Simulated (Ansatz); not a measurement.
Relaxed-ion elastic tensor of Ni₂P in space group P-62m (No. 189; Ni on 3g, Ni on 3f, P on 2c, P on 1b) in GPa (Voigt order), plane-wave PAW PBEsol (Ansatz code); density 7.63 g/cm³, 10.76 Å³ per atom.

|  | 1 | 2 | 3 | 4 | 5 | 6 |
|---|---|---|---|---|---|---|
| 1 | 304 | 197 | 180 | 0.0 | 0.0 | 0.0 |
| 2 | 197 | 304 | 180 | 0.0 | 0.0 | 0.0 |
| 3 | 180 | 180 | 267 | 0.0 | 0.0 | 0.0 |
| 4 | 0.0 | 0.0 | 0.0 | 49.3 | 0.0 | 0.0 |
| 5 | 0.0 | 0.0 | 0.0 | 0.0 | 49.3 | 0.0 |
| 6 | 0.0 | 0.0 | 0.0 | 0.0 | 0.0 | 53.6 |

### Question
Is the crystal mechanically stable?

### Answer
Yes: the smallest eigenvalue of C is 49.3 GPa.

### Question
Work out the Voigt, Reuss and Hill averages.

### Answer
K_V = 221, K_R = 219, K_H = 220; G_V = 51.6, G_R = 51.5, G_H = 51.5 GPa.

### Question
Give Young's modulus, Poisson's ratio, Pugh's ratio and the universal anisotropy index.

### Answer
E = 9KG/(3K + G) = 143 GPa; ν = 0.39; K/G = 4.27 (ductile by the Pugh limit of 1.75); A_U = 5G_V/G_R + K_V/K_R − 6 = 0.02.

### Question
Estimate the sound speeds and the Debye temperature.

### Answer
v_l = √((K + 4G/3)/ρ) = 6150 m/s, v_t = √(G/ρ) = 2600 m/s, mean 2940 m/s; Θ = (h/k)(3n/4πV)^(1/3) v_m = 396 K.

### Question
Solve the Christoffel equation for the three sound speeds along x, y, z.

### Answer
Eigenvalues of C_ijkl n_j n_l equal ρv². In km/s, slowest first: x 2.54, 2.65, 6.31; y 2.54, 2.65, 6.31; z 2.54, 2.54, 5.92.

### Question
How much does each axis shrink under pressure?

### Answer
Linear compressibilities β_i = Σ_j S_ij (j = 1 to 3): x 1.3, y 1.3, z 2.0 per TPa.

The workflow started from a Materials Project entry (that database holds measured and hypothetical structures alike); the Crystallography Open Database files this formula in space group No. 189, but the cells were not matched. Its standing as an ambient phase is unchecked. Symmetry was held in the PBEsol relaxation; whether a distortion lowers the energy is not shown. The run is not spin-polarised. The program gave a warning on the electronic state, which may not be the lowest. As this level gives no gap, shear constants depend on the k-mesh and smearing (Fermi–Dirac, 0.1 eV here). On the denser mesh and wider smearing of the elastic run this cell carries a stress of 0.3 GPa.

Potentials: the later of the program's two PAW sets.
